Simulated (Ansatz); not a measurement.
Ru:
```
CELL_PARAMETERS angstrom
      2.70476     0.00000     0.00000
     -1.35238     2.34239     0.00000
      0.00000     0.00000     4.26610
ATOMIC_POSITIONS crystal
  Ru 0.33333 0.66667 0.75000
  Ru 0.66667 0.33333 0.25000
```

Relaxed with r²SCAN. Special points in fractions of this cell's reciprocal vectors: Γ (0.000, 0.000, 0.000); M (0.500, 0.000, 0.000); K (0.333, 0.333, 0.000); A (0.000, 0.000, 0.500); L (0.500, 0.000, 0.500); H (0.333, 0.333, 0.500).

Question: List the band energies nearest the Fermi level at these points for plane-wave PAW r²SCAN (Ansatz code).

Answer: In eV from the Fermi level; about four levels below and three above (degenerate sets whole), none deeper than 8.9 eV; … stands for higher levels left out; points with the same levels are listed once.

```tsv
k	below	above
Γ	-2.03 -2.03 -1.52 -1.52	1.22 1.22 …
M	-3.22 -2.19 -1.91 -1.59	1.44 1.89 1.99
K	-3.99 -3.01 -3.01 -1.14	1.05 1.05 1.51
A	-2.94 -2.94 -2.94 -2.94 -2.84 -2.84	…
L	-4.78 -4.78 -1.15 -1.15	0.45 0.45 1.72 1.72
H	-2.89 -2.89 -1.27 -1.27	1.26 1.26 …
```

Space group P6_3/mmc (hcp (Mg type)). Symmetry was held in the r²SCAN relaxation. The run is not spin-polarised. Spin–orbit coupling is left out wherever it is not named.

Potentials: the earlier of the program's two PAW sets.
